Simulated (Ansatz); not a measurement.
The calculation used DFT PBE, scalar-relativistic, plane waves, PAW in Ansatz. All cells share a 420 eV cutoff and Γ-centred k meshes spaced at most about 0.3 Å⁻¹ (about 0.25 or finer for metals, 2π included). No spin polarisation in the final relaxations.

Temperature and zero-point effects are left out. All come from trial cells, and lower structures may exist.

Question: These unrelaxed guesses for GaRe₂Sb₃ are each relaxed within their symmetry. Order them by the energy at which they end, lowest first.
A.

```xyz
6
Lattice="4.5521 0.0000 0.0000 -2.2761 3.9423 0.0000 0.0000 0.0000 7.5916" Properties=species:S:1:pos:R:3 pbc="T T T"
Ga    0.0000    0.0000    3.7958
Re    2.2761    1.3141    1.5277
Re    0.0000    2.6282    6.0639
Sb    0.0000    0.0000    0.0000
Sb    2.2761    1.3141    6.3446
Sb    0.0000    2.6282    1.2471
```

B.

```xyz
6
Lattice="3.8586 0.0000 0.0000 0.0000 3.8586 0.0000 0.0000 0.0000 8.5716" Properties=species:S:1:pos:R:3 pbc="T T T"
Ga    1.9293    1.9293    0.0000
Re    1.9293    0.0000    6.3419
Re    0.0000    1.9293    2.2297
Sb    1.9293    0.0000    3.2875
Sb    0.0000    1.9293    5.2840
Sb    0.0000    0.0000    0.0000
```

C.

```xyz
6
Lattice="4.6386 0.0000 0.0000 -2.3193 4.0172 0.0000 0.0000 0.0000 8.1823" Properties=species:S:1:pos:R:3 pbc="T T T"
Ga    0.0000    0.0000    0.0000
Re    0.0000    2.6781    4.0912
Re    2.3193    1.3391    4.0912
Sb    0.0000    2.6781    0.0000
Sb    2.3193    1.3391    0.0000
Sb    0.0000    0.0000    4.0912
```

D.

```xyz
6
Lattice="2.2015 -7.3940 0.0000 2.2015 7.3940 0.0000 0.0000 0.0000 4.5561" Properties=species:S:1:pos:R:3 pbc="T T T"
Ga    0.0000    0.0000    0.0000
Re    2.2015    5.5455    2.2780
Re    2.2015   -5.5455    2.2780
Sb    2.2015    0.0000    2.2780
Sb    2.2015    2.7358    0.0000
Sb    2.2015   -2.7358    0.0000
```

Answer: B (ends in P-4m2, 0 meV/atom), A (ends in P-3m1, 92 meV/atom), D (ends in Cmmm, 277 meV/atom), C (ends in P6/mmm, 0.33 eV/atom). Even the lowest end lies +0.42 eV/atom against the elements.

Weakly bound directions are ill-defined at this level, which has no dispersion term (Cmmm), and this can change margins and order among such cells. Spin–orbit coupling, which can matter for Re and Sb, is left out. Cells relaxed within their symmetry can be saddle points. Some structure types and database cells were kept out of the candidates from the start, so a known form may be missing.
